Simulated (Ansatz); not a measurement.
NaIn:
```
CELL_PARAMETERS angstrom
      0.00000     3.65597     3.65597
      3.65597     0.00000     3.65597
      3.65597     3.65597     0.00000
ATOMIC_POSITIONS crystal
  In 0.50000 0.50000 0.50000
  In 0.75000 0.75000 0.75000
  Na 0.00000 0.00000 0.00000
  Na 0.25000 0.25000 0.25000
```

Relaxed with PBEsol.

Problem. Give the Bader charges and basin volumes of the independent atoms, the program Ansatz at the PBEsol level (PAW).

Solution. 

```tsv
atom	Bader charge (e)	Bader volume (Å³)
In1	-0.74	38.3
Na3	+0.74	10.6
```

Space group Fd-3m. The workflow started from an entry of the Crystallography Open Database (COD). Whether it is the stable phase at ambient conditions was not checked. The PBEsol relaxation kept the symmetry of its start; its stability against distortions is not shown here.

Potentials: the later of the program's two PAW sets.
